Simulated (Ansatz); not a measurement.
Input file for Ansatz (a first-principles code):

Ansatz 0.2 input:
```yaml
crystal:
  lattice:
    - [2.0706182662, -5.9122261724, 0.0]
    - [2.0706182662, 5.9122261724, 0.0]
    - [0.0, 0.0, 4.2609813184]
  atoms:
    - { symbol: Pb, position: [0.8713769782, 0.1286230218, 0.75] }
    - { symbol: Pb, position: [0.1286230218, 0.8713769782, 0.25] }
    - { symbol: S, position: [0.6447368988, 0.3552631012, 0.75] }
    - { symbol: S, position: [0.3552631012, 0.6447368988, 0.25] }
kpoints:
  mp_grid: { grid: [6, 6, 5] }
  band_path:
    path:
      - [[0.0, 0.0, 0.0], [-0.5, 0.5, 0.0], [-0.2806646499, 0.7193353501, 0.0]]  # Γ-Y-C_0
      - [[0.2806646499, 0.2806646499, 0.0], [0.0, 0.0, 0.0], [0.0, 0.0, 0.5], [0.2806646499, 0.2806646499, 0.5]]  # Σ_0-Γ-Z-A_0
      - [[-0.2806646499, 0.7193353501, 0.5], [-0.5, 0.5, 0.5], [-0.5, 0.5, 0.0]]  # E_0-T-Y
      - [[0.0, 0.0, 0.0], [0.0, 0.5, 0.0], [0.0, 0.5, 0.5], [0.0, 0.0, 0.5], [-0.5, 0.5, 0.5]]  # Γ-S-R-Z-T
      - [VBM, CBM]
    npoints: 6
hamiltonian:
  xc: r2scan
  dispersion: d4
  pseudopotentials: { kind: paw }
magnetization: { noncollinear: true, spin_orbit: true }
scf:
  n_extra_bands: 12
  convergence: { dr2_threshold: 0.0000000001 }
  occupations: { method: gaussian, width: 0.01 }
checkpoint: { write: soc.run }
output: { eigenvalues: true }
```

Output (shortened):

```
Pseudopotential: Pb, paw_fr, valence charge 14
Pseudopotential: S, paw_fr, valence charge 6
Functional definition: r2SCAN
non-collinear run that drives no moment, with spin-orbit …
Crystal: 4 atoms, lattice volume = 104.326 Å³
Basis set: ecut = 500 eV, 2653 PW (Γ), exchange–correlation on 192×192×128 points (64 copies of the dense FFT grid, shifted against one another)
Bands: 52, of which v1, the nominal top of the filled ones, is band 40 counted from 1 (39 counted from 0)
Symmetry: 8 space group operations + 8 with time reversal
k-points: 39 of 180
Projection manifold: j_resolved (fully-relativistic pseudo-atomic orbitals)
SCF iter   1: F=—  HF=-25588.995982 eV  |F-HF|=—  |Δ(HF+E_count)|=         —  Δρ=3.03e-2  dr2=1.86e0  dr2_τ=1.21e-2  dr2_m=0.00e0 (ungated)  ethr=3.10e-3  |M|=0.00e0 ∫|m|=0.00e0 μB  |m|>n=0.0e0 m-floor=0.0e0 τ_xc=0.0e0  β_m=0.30  ⟨swp⟩=7.9  Hψ=5215  notcnv=0  defer=16
preconditioner: auto → Resta (q_TF=auto, 2.325 Å⁻¹)
spin=Noncollinear: Resta preconditioning applied to the charge; magnetization (m_x, m_y, m_z) channels mix plain (no charge-response kernel on spin).
SCF iter   2: F=—  HF=-25588.747406 eV  |F-HF|=—  |Δ(HF+E_count)|=   2.49e-1  Δρ=1.95e-2  dr2=6.59e-1  dr2_τ=1.98e-3  dr2_m=0.00e0 (ungated)  ethr=3.10e-3  |M|=0.00e0 ∫|m|=0.00e0 μB  |m|>n=0.0e0 m-floor=0.0e0 τ_xc=0.0e0  β_m=0.52  ⟨swp⟩=2.0  Hψ=1287  notcnv=0  defer=254
SCF iter   3: F=—  HF=-25588.681527 eV  |F-HF|=—  |Δ(HF+E_count)|=   6.59e-2  Δρ=5.98e-3  dr2=2.92e-2  dr2_τ=2.23e-4  dr2_m=0.00e0 (ungated)  ethr=1.65e-3  |M|=0.00e0 ∫|m|=0.00e0 μB  |m|>n=0.0e0 m-floor=0.0e0 τ_xc=0.0e0  β_m=0.72  ⟨swp⟩=2.7  Hψ=1282  notcnv=0  defer=254
SCF iter   4: F=—  HF=-25588.693264 eV  |F-HF|=—  |Δ(HF+E_count)|=   1.17e-2  Δρ=1.21e-3  dr2=1.52e-3  dr2_τ=2.55e-5  dr2_m=0.00e0 (ungated)  ethr=7.30e-5  |M|=0.00e0 ∫|m|=0.00e0 μB  |m|>n=0.0e0 m-floor=0.0e0 τ_xc=0.0e0  β_m=0.78  ⟨swp⟩=2.9  Hψ=1747  notcnv=0  defer=252
SCF iter   5: F=—  HF=-25588.693493 eV  |F-HF|=—  |Δ(HF+E_count)|=   2.30e-4  Δρ=1.91e-4  dr2=2.71e-5  dr2_τ=5.97e-7  dr2_m=0.00e0 (ungated)  ethr=3.81e-6  |M|=0.00e0 ∫|m|=0.00e0 μB  |m|>n=0.0e0 m-floor=0.0e0 τ_xc=0.0e0  β_m=0.87  ⟨swp⟩=2.3  Hψ=1421  notcnv=0  defer=252
SCF iter   6: F=—  HF=-25588.693521 eV  |F-HF|=—  |Δ(HF+E_count)|=   2.75e-5  Δρ=4.98e-5  dr2=3.49e-6  dr2_τ=6.05e-8  dr2_m=0.00e0 (ungated)  ethr=6.79e-8  |M|=0.00e0 ∫|m|=0.00e0 μB  |m|>n=0.0e0 m-floor=0.0e0 τ_xc=0.0e0  β_m=0.87  ⟨swp⟩=2.0  Hψ=1658  notcnv=0  defer=252
SCF iter   7: F=—  HF=-25588.693526 eV  |F-HF|=—  |Δ(HF+E_count)|=   5.50e-6  Δρ=8.35e-6  dr2=6.93e-8  dr2_τ=5.76e-10  dr2_m=0.00e0 (ungated)  ethr=8.72e-9  |M|=0.00e0 ∫|m|=0.00e0 μB  |m|>n=0.0e0 m-floor=0.0e0 τ_xc=0.0e0  β_m=0.93  ⟨swp⟩=3.0  Hψ=1670  notcnv=0  defer=252
SCF iter   8: F=—  HF=-25588.693526 eV  |F-HF|=—  |Δ(HF+E_count)|=   6.37e-8  Δρ=1.82e-6  dr2=5.34e-9  dr2_τ=9.19e-11  dr2_m=0.00e0 (ungated)  ethr=1.73e-10  |M|=0.00e0 ∫|m|=0.00e0 μB  |m|>n=0.0e0 m-floor=0.0e0 τ_xc=0.0e0  β_m=0.95  ⟨swp⟩=3.0  Hψ=1668  notcnv=0  defer=252
SCF iter  10: F=-25588.693526 eV  HF=-25588.693526 eV  |F-HF|=5.09e-11  |Δ(HF+E_count)|=  8.73e-11  Δρ=8.31e-8  dr2=8.39e-12  dr2_τ=1.18e-13  dr2_m=0.00e0 (ungated)  ethr=1.00e-12  |M|=0.00e0 ∫|m|=0.00e0 μB  |m|>n=0.0e0 m-floor=0.0e0 τ_xc=0.0e0  ⟨swp⟩=11.0  Hψ=4135  notcnv=0
SCF 1 converged in 10 iterations: F = -25588.693526 eV  dr2 = 8.39e-12
NSCF: frozen V_eff on 52 k-points
NSCF: frozen V_eff on 52 k-points
NSCF: frozen V_eff on 52 k-points
NSCF: frozen V_eff on 52 k-points
NSCF: frozen V_eff on 52 k-points
NSCF: frozen V_eff on 15 k-points
NSCF: frozen V_eff on 52 k-points
NSCF: frozen V_eff on 22 k-points
NSCF: frozen V_eff on 30 k-points
NSCF: frozen V_eff on 37 k-points
NSCF: frozen V_eff on 16 k-points
NSCF: frozen V_eff on 11 k-points
NSCF: frozen V_eff on 2 k-points
NSCF: frozen V_eff on 10 k-points
NSCF: frozen V_eff on 16 k-points
NSCF: frozen V_eff on 7 k-points
NSCF: frozen V_eff on 2 k-points
NSCF: frozen V_eff on 77 k-points
SCF converged after 10 iterations
Magnetization: |M| = 0.0000 μB,  M = (+0.0000, +0.0000, +0.0000) μB
Absolute magnetization: 0.0000 μB (∫|m|)
  site 0: m = (+0.0000, +0.0000, +0.0000) μB, |m| = 0.0000 μB  (R = 1.11 Å)
  site 1: m = (+0.0000, +0.0000, +0.0000) μB, |m| = 0.0000 μB  (R = 1.11 Å)
  site 2: m = (+0.0000, +0.0000, +0.0000) μB, |m| = 0.0000 μB  (R = 1.11 Å)
  site 3: m = (+0.0000, +0.0000, +0.0000) μB, |m| = 0.0000 μB  (R = 1.11 Å)
Free energy (F): -25588.693526 eV
Harris-Foulkes:  -25588.693526 eV  (|F-HF|=5.09e-11)
Internal energy: -25588.693526 eV  (E = F + TS)
E sigma→0 (E₀):  -25588.693526 eV
Fermi energy:    8.164198 eV
--- Per-component energies (eV) ---
  E_band       = -135.282878
  E_kinetic    = 787.994638
  E_local      = -2483.553916  (includes V_loc(G=0)·N_el)
  E_nonlocal   = 759.768932
  E_hartree    = 971.164249
  E_xc         = -600.328273
  E_vxc        = -479.557116  (∫ρ·V_xc dr)
  E_paw        = -22017.869312  (= ΣΔE_a)
  E_vpaw       = -692.119316  (= ΣTr[D̂ρ^β])
  E_aug_tail   = 0.000039  (compensation charges beyond the density's cutoff)
  E_vtau       = 29.855337  (kinetic-family band-sum trace: ∫τ·v_τ [+ j·A + Jᵃ·Aᵃ] dr)
  E_ewald      = -3006.998633
  E_disp       = -0.525646  (pairwise vdW)
  E_core_change = 1.654395  (= ΣΔE_core)
  E_smearing   =  0.000000  (= −TS)
  E_closure    =  0.000000  (closes the sum)
  Σ components = -25588.693526   (vs F -25588.693526, Δ=0.00e0)
  [band-id]    e_kinetic+e_local+e_nonlocal+2·e_hartree+e_vxc+e_vpaw+e_augmentation_tail+e_vtau = -135.282904   (vs E_band -135.282878, Δ=-2.59e-5)
--- Band table (eV; the first three rows and the last of 39) ---
  k-point 0: bands = ["-10.7038", "-10.7038", "-10.7023", "-10.7023", "-10.6976", "-10.6976", "-10.6935", "-10.6935", "-8.2312", "-8.2312", "-8.1459", "-8.1459", "-8.1306", "-8.1306", "-8.1279", "-8.1279", "-8.0962", "-8.0962", "-8.0483", "-8.0483", …
  k-point 1: bands = ["-10.7022", "-10.7022", "-10.6997", "-10.6997", "-10.6960", "-10.6960", "-10.6933", "-10.6933", "-8.2144", "-8.2144", "-8.1499", "-8.1499", "-8.1278", "-8.1278", "-8.1218", "-8.1218", "-8.0953", "-8.0953", "-8.0591", "-8.0591", …
  k-point 2: bands = ["-10.7008", "-10.7008", "-10.6993", "-10.6993", "-10.6915", "-10.6915", "-10.6904", "-10.6904", "-8.1815", "-8.1815", "-8.1601", "-8.1601", "-8.1231", "-8.1231", "-8.1099", "-8.1099", "-8.0958", "-8.0958", "-8.0790", "-8.0790", …
  k-point 38: bands = ["-10.7095", "-10.7095", "-10.7050", "-10.7050", "-10.6858", "-10.6858", "-10.6783", "-10.6783", "-8.1850", "-8.1850", "-8.1517", "-8.1517", "-8.1199", "-8.1199", "-8.1180", "-8.1180", "-8.0834", "-8.0834", "-8.0729", "-8.0729", …
```

Cost: roughly 7 core-minutes on shared cores.

Space group Cmcm. The workflow started from a Materials Project entry (that database holds measured and hypothetical structures alike); the Crystallography Open Database copy checked does not list it. It is not the phase usual at ambient conditions (space group No. 225). Symmetry was held in the r²SCAN+D4 relaxation; whether a distortion lowers the energy is not shown.

Potentials: the later of the program's two PAW sets.

Ansatz is a plane-wave DFT program.
